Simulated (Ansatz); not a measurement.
Rb2AgRhF6 in space group Fm-3m (No. 225; Rb on 8c, Ag on 4b, Rh on 4a, F on 24e), plane-wave PAW r²SCAN (Ansatz code). The conduction-band minimum lies at X, with 3 equivalent valleys. Second derivatives d²E/dk² of the lowest band at one valley (eV·Å²), along Cartesian directions:

```
direction  d²E/dk²
---------  -------
[100]        7.165
[010]        7.880
[001]        7.880
[110]        7.521
[101]        7.521
[011]        7.880
```

Find the principal effective masses, the density-of-states mass and the conductivity mass.

Off-diagonal terms follow from H_xy = H[110] − (H_xx + H_yy)/2, and m*/mₑ = 7.620 eV·Å² over each eigenvalue: 0.97, 0.97, 1.1. One valley's DOS mass (m₁m₂m₃)^(1/3) = 1.0, conductivity mass 3/(Σ 1/mᵢ) = 1.0 mₑ.

What effective density of states Nc follows at 300 K for parabolic valleys?

Nc = 2.509e19 × 3 × (1.0)^(3/2) ≈ 7.5e19 cm⁻³.

The first step of the workflow began from a Materials Project structure, measured or hypothetical; the Crystallography Open Database copy checked does not list it. Its standing as an ambient phase is unchecked. The r²SCAN relaxation kept the symmetry of its start; its stability against distortions is not shown here. No spin polarisation was allowed. Spin–orbit coupling is left out wherever it is not named.

Potentials: the later of the program's two PAW sets.

Edges and masses are those of Kohn–Sham bands, whose gap is no quasiparticle gap.
